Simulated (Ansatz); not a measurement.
AlCrB:
```yaml
crystal:
  lattice:
    - [1.49160, -6.90284, 0.00000]
    - [1.49160, 6.90284, 0.00000]
    - [0.00000, 0.00000, 2.94690]
  atoms:
    - { symbol: Al, position: [0.69148, 0.30852, 0.25000] }
    - { symbol: Al, position: [0.30852, 0.69148, 0.75000] }
    - { symbol: B, position: [0.46725, 0.53275, 0.75000] }
    - { symbol: B, position: [0.53275, 0.46725, 0.25000] }
    - { symbol: Cr, position: [0.08397, 0.91603, 0.75000] }
    - { symbol: Cr, position: [0.91603, 0.08397, 0.25000] }
```

Relaxed with r²SCAN.

### Question
Map the valence electron density (e/Å³), cut off at 0.7 on the plane through (0.691, 0.309, 0.250) spanned by u = [0, 0, 1] and v = [1, -1, 0] in lattice vectors, from DFT-r²SCAN in the program Ansatz with PAW potentials.

### Answer
x is the fraction of u, y of v (the angle between them is 90°; rows are the nearest grid lines); atoms in the plane: Al at (0.00, 0.00), Al at (0.50, 0.62), B at (0.50, 0.78), B at (0.00, 0.84), Cr at (0.50, 0.39), Cr at (0.00, 0.22).
```
|00001222222210000|
|22233322222333222|
|54443332223334445|
|99986543334568999|
|57999999899999975|
|66789995259998766|
|44457999899975444|
|22333455555433322|
|22232210001223222|
|22221000000012222|
|22222211111222222|
|22222222222222222|
|22222233333222222|
|33349999999994333|
|33369999999996333|
|33346999999964333|
|44433333333333444|
|99999533333599999|
|99999633333699999|
|99985332223358999|
|22222222222222222|
|32222222222222223|
|11222222222222211|
|00001222222210000|
```
Scale: ten equal steps from 0.057 (start of '0') to 0.700 (end of '9'), in the order '0123456789'; x runs from 0.000 to 1.00, y from 0.000 (bottom) to 1.00 (top).

The density is the valence pseudo-density with augmentation charge, so density and ELF within about 1 Å of a nucleus are not all-electron values.

Space group Cmcm. The start of the workflow was typed in or built on a structure type; neither database checked (COD, Materials Project) lists it. Its standing as an ambient phase is unchecked. The r²SCAN relaxation kept the symmetry of its start; whether a distortion lowers the energy is not shown. The workflow began spin-polarised and lost its moments.

Potentials: the later of the program's two PAW sets.
